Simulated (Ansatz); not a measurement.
## ScAl3 (Cu3Au type), energy against volume

ScAl3 (Cu3Au type), conventional cell a = b = c = 4.106 Å, α = β = γ = 90.00°. The calculation uses the primitive cell of 4 atoms, to which meshes and values per cell refer.

Equation-of-state scan: isotropic scaling of the cell above, V₀ being its volume. Symmetry pins the atoms to their sites.

All values below come from PBE (plane waves to 420 eV, PAW, scalar-relativistic; Ansatz, a quantum-chemistry and plane-wave program). k mesh 11×11×11 (Γ-centred), Fermi-Dirac smearing 0.05 eV. Energies are smeared free energies. Stress and pressure are positive under compression. ScAl3 is run without spin polarisation. ScAl3 was relaxed with its symmetry unable to fall. The zero of ΔE is the relaxed starting cell.

| V (Å³/cell) | ΔE (kJ/mol of atoms) | P (GPa) |
|---|---|---|
| 65.05 | 1.8 | 6.1 |
| 65.74 | 1.2 | 4.9 |
| 66.43 | 0.8 | 3.9 |
| 67.12 | 0.4 | 2.8 |
| 67.81 | 0.2 | 1.8 |
| 68.51 | 0.0 | 0.9 |
| 69.20 | 0.0 | 0.0 |
| 69.89 | 0.0 | -0.8 |
| 70.58 | 0.2 | -1.6 |
| 71.27 | 0.4 | -2.4 |
| 71.97 | 0.7 | -3.1 |
| 72.66 | 1.0 | -3.8 |
| 73.35 | 1.5 | -4.5 |

Derived quantities:

* **Pressure at the smallest volume**: 6.1 GPa
* **Energy cost of the largest compression**: 19 meV/atom
* **Energy cost of the largest expansion**: 15 meV/atom
* **Bulk modulus B₀ (third-order Birch-Murnaghan fit)**: 86.6 GPa
* **Pressure derivative B₀′ (fit)**: 4.2
* **Equilibrium volume of the fit**: 17.30 Å³/atom
* **Pressure for 5 % compression (fit)**: 4.9 GPa

(A scan under strain: stresses follow from slopes of the energy per volume, elastic moduli from its curvatures.)
